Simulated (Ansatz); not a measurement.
Relaxed-ion elastic tensor of Rb2CuSbCl6 in space group Fm-3m (No. 225; Rb on 8c, Cu on 4b, Sb on 4a, Cl on 24e) in GPa (Voigt order), the program Ansatz at the LDA level (PAW); density 3.76 g/cm³, 25.12 Å³ per atom.

```
65.9  31.9  31.9   0.0   0.0   0.0
31.9  65.9  31.9   0.0   0.0   0.0
31.9  31.9  65.9   0.0   0.0   0.0
 0.0   0.0   0.0  12.3   0.0   0.0
 0.0   0.0   0.0   0.0  12.3   0.0
 0.0   0.0   0.0   0.0   0.0  12.3
```

### Question
Is the crystal mechanically stable?

### Answer
Yes: the smallest eigenvalue of C is 12.3 GPa.

### Question
Work out the Voigt, Reuss and Hill averages.

### Answer
K_V = 43.2, K_R = 43.2, K_H = 43.2; G_V = 14.2, G_R = 13.9, G_H = 14.0 GPa.

### Question
Give Young's modulus, Poisson's ratio, Pugh's ratio and the universal anisotropy index.

### Answer
E = 9KG/(3K + G) = 38.0 GPa; ν = 0.35; K/G = 3.08 (ductile by the Pugh limit of 1.75); A_U = 5G_V/G_R + K_V/K_R − 6 = 0.13.

### Question
Estimate the sound speeds and the Debye temperature.

### Answer
v_l = √((K + 4G/3)/ρ) = 4060 m/s, v_t = √(G/ρ) = 1930 m/s, mean 2170 m/s; Θ = (h/k)(3n/4πV)^(1/3) v_m = 221 K.

### Question
Give the Zener ratio and Young's modulus along [100], [110] and [111].

### Answer
A = 2C44/(C11 − C12) = 0.72; 1/E = S11 − 2(S11 − S12 − S44/2)Γ with Γ = 0, 1/4, 1/3 gives 45.2, 36.1, 33.8 GPa.

### Question
Solve the Christoffel equation for the three sound speeds along [100], [110], [111].

### Answer
Eigenvalues of C_ijkl n_j n_l equal ρv². In km/s, slowest first: [100] 1.81, 1.81, 4.19; [110] 1.81, 2.13, 4.04; [111] 2.03, 2.03, 3.98.

The first step of the workflow began from a Materials Project structure, measured or hypothetical; the Crystallography Open Database copy checked does not list it. Whether it is the stable phase at ambient conditions was not checked. The LDA relaxation kept the symmetry of its start; phonons on a q-mesh show weakly imaginary modes. The run is not spin-polarised. Spin–orbit coupling is left out wherever it is not named.

Potentials: the later of the program's two PAW sets.
